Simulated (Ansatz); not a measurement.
## Al, one cell by several methods

```
Al
1.0
     0.00000    2.02398    2.02398
     2.02398    0.00000    2.02398
     2.02398    2.02398    0.00000
Al
1
Direct
  0.00000 0.00000 0.00000
```

The cell is COD entry 4313206, as deposited and not checked against the literature; nothing was relaxed.

Methods: DFT, PBEsol, PAW with Ansatz's default frozen-core files, scalar-relativistic (Ansatz 0.2.0); DFT, PBEsol, all-electron PAW with datasets made for the crystal, scalar-relativistic (Ansatz 0.2.0); DFT, PBEsol, all-electron LAPW, scalar-relativistic (Ansatz 0.2.0).

For PAW: a Γ-centred 14×14×14 k mesh, Fermi–Dirac smearing of 0.05 eV, cutoff 420 eV, no spin polarisation; the PAW files were made with PBE, and the program remakes their frozen cores for this functional. The crystal-made all-electron datasets (AE datasets) take a cutoff of 140 eV at this cell. LAPW targets a basis error of 1 meV/atom. The Ansatz runs share mesh, smearing and spin set-up. Plane-wave (PAW) pressures include the program's estimate of the Pulay term.

Stress and pressure are positive in compression.

Levels count from the Fermi level.

```
                      quantity     PAW  AE datasets    LAPW
                pressure (GPa)   -2.11        -2.10   -2.10
highest filled level at X (eV)  -1.578       -1.576  -1.576
  lowest empty level at X (eV)   5.262        5.295   5.295
highest filled level at L (eV)  -4.338       -4.340  -4.340
  lowest empty level at L (eV)  11.364       11.361  11.361
highest filled level at W (eV)  -0.805       -0.807  -0.807
  lowest empty level at W (eV)   0.196        0.198   0.198
```

PAW's pressure differs from the LAPW value by about 0.01 GPa or less. Datasets made for the crystal and LAPW share parts of one code, so their agreement isn't an independent check.
